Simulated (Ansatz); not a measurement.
AlRh:
```
AlRh
1.0
    2.94841     0.00000     0.00000
    0.00000     2.94841     0.00000
    0.00000     0.00000     2.94841
Al Rh
1 1
Direct
  0.00000   0.00000   0.00000
  0.50000   0.50000   0.50000
```

Relaxed with LDA. Special points in fractions of this cell's reciprocal vectors: Γ (0.000, 0.000, 0.000); X (0.000, 0.500, 0.000); M (0.500, 0.500, 0.000); R (0.500, 0.500, 0.500).

### Question
List the band energies nearest the Fermi level at these points for LDA in the plane-wave PAW code Ansatz.

### Answer
In eV from the Fermi level; about four levels below and three above (degenerate sets whole), none deeper than 8.9 eV; points with the same levels are listed once.

```
k                          below                above
-  -----------------------------  -------------------
Γ  -5.22 -5.22 -1.78 -1.78 -1.78       5.08 5.08 5.08
X        -4.50 -3.36 -3.36 -1.56  0.29 6.61 9.96 9.96
M  -2.99 -2.99 -2.61 -2.61 -0.57       3.52 4.60 9.90
R  -6.12 -6.12 -6.12 -0.49 -0.49  1.80 2.82 2.82 2.82
```

Space group Pm-3m (CsCl type). The first step of the workflow began from a Materials Project structure, measured or hypothetical; the Crystallography Open Database copy checked does not list it. With Al and Rh taken as one species the cell has the higher symmetry Im-3m, so it may be an ordered model of a mixed-site phase. Whether it is the stable phase at ambient conditions was not checked. Symmetry was held in the LDA relaxation; of distortions, only those at the zone centre were tested. No spin polarisation was allowed. Spin–orbit coupling is left out wherever it is not named.

Potentials: the later of the program's two PAW sets.
